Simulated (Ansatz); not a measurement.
Crystals of one structure type (bcc (W type)) and one family of elements, relaxed and computed with the program Ansatz at the PBE level (PAW).

```json
[
 {"crystal": "Cs", "K_Hill (GPa)": "1.9", "G_Hill (GPa)": "0.6"},
 {"crystal": "Rb", "K_Hill (GPa)": "2.8", "G_Hill (GPa)": "?"},
 {"crystal": "K", "K_Hill (GPa)": "3.6", "G_Hill (GPa)": "1.2"},
 {"crystal": "Na", "K_Hill (GPa)": "7.8", "G_Hill (GPa)": "2.7"}
]
```

Task: Fit a straight line to ln G against ln K and predict the withheld value.

Result: Least squares on the 3 shown rows: ln G = 1.06 × ln K + (-1.184), with a scatter of 1 %. For Rb this gives 0.9. The run itself gave 0.9, within the scatter.

All cells were relaxed under the symmetry of their starts (and spin orders); stability against distortions was not tested throughout. Scalar-relativistic: spin–orbit coupling is off unless named, which matters more the heavier the elements.

Potentials: the later of the program's two PAW sets.
